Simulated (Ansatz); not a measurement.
A distorted cell of GaP (zinc blende):

```yaml
crystal:
  lattice:
    - [0.00000, 2.75647, 2.64621]
    - [2.75647, 0.00000, 2.64621]
    - [2.75647, 2.75647, 0.00000]
  atoms:
    - { symbol: P, position: [0.25000, 0.25000, 0.25000] }
    - { symbol: Ga, position: [0.00000, 0.00000, 0.00000] }
```

These are PBEsol (plane waves to 420 eV, PAW, scalar-relativistic; Ansatz, an electronic-structure program) values and carry that method's errors. k mesh 11×11×11 (Γ-centred), Fermi-Dirac smearing 0.05 eV. E stands for the smeared free energy. Compression counts positive. GaP was relaxed with its symmetry unable to fall.

Question: Give the stress tensor in GPa and the pressure.

Answer: 
```
  -0.97     0.00     0.00
   0.00    -0.97     0.00
   0.00     0.00     1.84
```
The pressure, a third of the trace, is -0.03 GPa.

Question: It is the relaxed cell deformed to V/V₀ = 1.000, (c/a)/(c/a)₀ = 0.960, c along z, fractional positions held. What is its energy relative to the relaxed cell?

Answer: 4.9 meV/atom.

(A scan under strain: stresses follow from slopes of the energy per volume, elastic moduli from its curvatures.)
